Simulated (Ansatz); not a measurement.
## MgCd₂S₃: rattling a relaxed structure

It was reached by relaxing an invented guess, and it needn't be the stable form of this composition.

All numbers below come from DFT PBE, scalar-relativistic, plane waves, PAW in Ansatz 0.2.0. Cutoff 420 eV; k points 12×12×4 on the computed 6-atom cell (Γ-centred); Gaussian smearing, width 0.02 eV; no spin polarisation.

The cell below (6 atoms, space group P3m1 (No. 156)) is relaxed within its symmetry.

```yaml
crystal:
  lattice:
    - [4.13921, 0.00000, 0.00000]
    - [-2.06961, 3.58466, 0.00000]
    - [0.00000, 0.00000, 10.12069]
  atoms:
    - { symbol: Mg, position: [0.00000, 0.00000, 0.33126] }
    - { symbol: Cd, position: [0.33333, 0.66667, 0.00527] }
    - { symbol: Cd, position: [0.66667, 0.33333, 0.66333] }
    - { symbol: S, position: [0.66667, 0.33333, 0.91641] }
    - { symbol: S, position: [0.00000, 0.00000, 0.57478] }
    - { symbol: S, position: [0.33333, 0.66667, 0.25895] }
```

For the test a repeat of it with 12 atoms (edges 4.14, 4.14, 20.24 Å) was strained at random (σ = 1.5 % a component), the atoms were moved at random (σ = 0.15 Å), and all was relaxed again on a coarse 6×6×1 mesh (in the run’s order of axes) with 0.10 eV smearing, with no symmetry imposed.

Problem. What happens?

Solution. It returns, within 1 meV/atom of the unmoved cell on that mesh and with the same symmetry when read at 0.1 Å (P1 at 0.01 Å, so small strains and shifts remain). So it is stable against the distortions that fit this cell and that this random move excites. Modes that don't fit the cell aren't tested.
